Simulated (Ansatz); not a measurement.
**Squeezing Al (fcc type)**

```yaml
crystal:
  lattice:
    - [0.00000, 2.00779, 2.00779]
    - [2.00779, 0.00000, 2.00779]
    - [2.00779, 2.00779, 0.00000]
  atoms:
    - { symbol: Al, position: [0.00000, 0.00000, 0.00000] }
```

The cell comes from a relaxation on PAW files under the same functional.

Its volume is scaled at fixed shape and fractional positions.

Computed with Ansatz 0.2.0; functional PBEsol, scalar-relativistic. Settings: a Γ-centred 18×18×18 k mesh, Fermi–Dirac smearing of 0.08 eV, no spin polarisation. Methods: LAPW: all electrons, basis error target 1 meV/atom; PAW: frozen-core files, cutoff 420 eV; crystal datasets: all electrons, by PAW datasets that the program makes for each cell; norm-conserving: pseudopotentials, cutoff 544 eV; PAW (partial waves polarizable): frozen-core files, cutoff 420 eV.

Energies are extrapolated to zero smearing and count from the unscaled cell; pressure is positive in compression; gaps take the mesh and a band path. No temperature or zero-point motion is included.

The PAW files were made under PBE.

```tsv
V/V0	V (Å³/atom)	P LAPW (GPa)	ΔE LAPW (eV/atom)	P PAW − LAPW (GPa)	ΔE PAW − LAPW (meV/atom)
1.00	16.19	-0.03	0.000	0.00	0.0
0.94	15.22	5.75	0.016	0.02	0.1
0.88	14.25	13.82	0.074	0.06	0.4
0.80	12.95	29.8	0.244	0.18	1.3
0.72	11.66	54.8	0.578	0.36	3.5
0.64	10.36	94.6	1.169	0.69	7.7
0.55	8.90	?	?	?	?
0.45	7.28	337.0	4.806	1.78	32.4
```

Problem. Fit the Vinet equation to the LAPW pressures shown (residuals weighted by 1/(|P| + 0.03·Pmax)), and predict the pressure of the withheld row.

Solution. The fit gives V0 = 16.18 Å³/atom, B0 = 81.6 GPa and B0′ = 4.54. At 8.90 Å³/atom, x = (V/V0)^(1/3) = 0.8194, and P = 3·B0·(1 − x)/x²·exp[1.5·(B0′ − 1)·(1 − x)] = 171.9 GPa. The run itself gave 171.1 GPa (+0.5 % off) and ΔE = 2.343 eV/atom.

Problem. At the smallest volume, how far do crystal datasets and norm-conserving and PAW (partial waves polarizable) lie from LAPW in pressure?

Solution. crystal datasets: 0.00 GPa; norm-conserving: +1.71 GPa; PAW (partial waves polarizable): +1.78 GPa, on a LAPW pressure of 337.0 GPa.

Problem. How do the Löwdin populations by LAPW change from the unscaled cell to the last row?

Solution. Al 2s 1.98 → 1.93, Al 3s 0.94 → 0.71, Al 3p 2.05 → 2.33 electrons an atom. These are projections on the shells that the free atoms fill; 0.04 e a cell lies outside them at the start and 0.06 e at the end.
